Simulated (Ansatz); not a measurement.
BRh:
```cif
data_B2Rh2
_chemical_formula_sum 'B2 Rh2'
_space_group_name_H-M_alt 'P63/mmc'
_space_group_IT_number 194
_space_group_name_Hall '-P 6c 2c'
_cell_length_a 3.35938
_cell_length_b 3.35938
_cell_length_c 4.13274
_cell_angle_alpha 90.000
_cell_angle_beta 90.000
_cell_angle_gamma 120.000
loop_
_atom_site_label
_atom_site_type_symbol
_atom_site_symmetry_multiplicity
_atom_site_Wyckoff_symbol
_atom_site_fract_x
_atom_site_fract_y
_atom_site_fract_z
_atom_site_occupancy
B1 B 2 a 0.00000 0.00000 0.00000 1
Rh1 Rh 2 c 0.33333 0.66667 0.25000 1
```

Relaxed at zero pressure with r²SCAN (plane waves, PAW; program Ansatz).

The volume is lowered by 9 % and shape and atoms relax at that volume. What pressure results, and how do the axes share the change?

33.8 GPa; a -2.2 %, b -2.2 %, c -4.9 %; the energy rises by 88 meV/atom.

Give the new structure.


Space group P6₃/mmc (No. 194); a = b = 3.287 Å, c = 3.929 Å, α = β = 90.00°, γ = 120.00°

```tsv
atom	site	symmetry	x	y	z
B	2a	-3m.	0.0000	0.0000	0.0000
Rh	2c	-6m2	0.3333	0.6667	0.2500
```

The phase is kept; no other phase was compared at this pressure.

Space group P6_3/mmc (NiAs type). The workflow started from a Materials Project entry (that database holds measured and hypothetical structures alike); the Crystallography Open Database copy checked does not list it. Whether it is the stable phase at ambient conditions was not checked. Symmetry was held in the r²SCAN relaxation; whether a distortion lowers the energy is not shown. The run is not spin-polarised.

Potentials: the later of the program's two PAW sets.
